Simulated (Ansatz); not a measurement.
One crystal and one scan (energy against volume) at two levels, PBE (plane waves to 420 eV, PAW, scalar-relativistic; Ansatz, a first-principles code) and r2SCAN (plane waves to 500 eV, PAW, scalar-relativistic; Ansatz), each from its own relaxed cell and on its own mesh. The cell shown is that of PBE.

PtPb (NiAs type)

```
CELL_PARAMETERS angstrom
      4.38440     0.00000     0.00000
     -2.19220     3.79700     0.00000
      0.00000     0.00000     5.55660
ATOMIC_POSITIONS crystal
  Pt 0.00000 0.00000 0.50000
  Pt 0.00000 0.00000 0.00000
  Pb 0.33333 0.66667 0.25000
  Pb 0.66667 0.33333 0.75000
```

The volume is varied about the relaxed value V₀ at fixed cell shape. Symmetry pins the atoms to their sites.

Energies are smeared free energies. PtPb is run without spin polarisation. PtPb was relaxed with its symmetry unable to fall. Spin-orbit coupling is left out, though Pb and Pt are heavy. With the shape held, the modulus is that of even scaling; a crystal free to change shape is softer. Percentages come from the unrounded values. Both scans cover V/V₀ from 0.940 to 1.060.

Results of PBE:

* **Lattice constant a (Å)**: 4.384
* **Lattice constant c (Å)**: 5.557
* **Relaxed volume (Å³/atom)**: 23.13
* **Pressure at the smallest volume (GPa)**: 6.8
* **Energy cost of the largest compression (meV/atom)**: 27
* **Energy cost of the largest expansion (meV/atom)**: 21
* **Bulk modulus at fixed cell shape B₀ (third-order Birch-Murnaghan fit) (GPa)**: 90.7
* **Pressure for 5 % compression (fit) (GPa)**: 5.4

**Question.** Estimate the r2SCAN values.

**Answer.** 
```
quantity                                                                     r2SCAN     PBE − r2SCAN
---------------------------------------------------------------------------  ------  ---------------
Lattice constant a (Å)                                                        4.321  +0.063 (+1.5 %)
Lattice constant c (Å)                                                        5.520  +0.037 (+0.7 %)
Relaxed volume (Å³/atom)                                                      22.32   +0.81 (+3.6 %)
Pressure at the smallest volume (GPa)                                           8.0     -1.2 (-15 %)
Energy cost of the largest compression (meV/atom)                                31       -4 (-12 %)
Energy cost of the largest expansion (meV/atom)                                  24       -3 (-13 %)
Bulk modulus at fixed cell shape B₀ (third-order Birch-Murnaghan fit) (GPa)   107.8    -17.1 (-16 %)
Pressure for 5 % compression (fit) (GPa)                                        6.4     -1.0 (-16 %)
```

PBE gives the higher value for: lattice constant a; lattice constant c; relaxed volume. PBE gives the lower value for: pressure at the smallest volume; energy cost of the largest compression; energy cost of the largest expansion; bulk modulus at fixed cell shape B₀; pressure for 5 % compression. Neither level is exact: the differences show how much the result hangs on the functional.

(A scan under strain: stresses follow from slopes of the energy per volume, elastic moduli from its curvatures.)
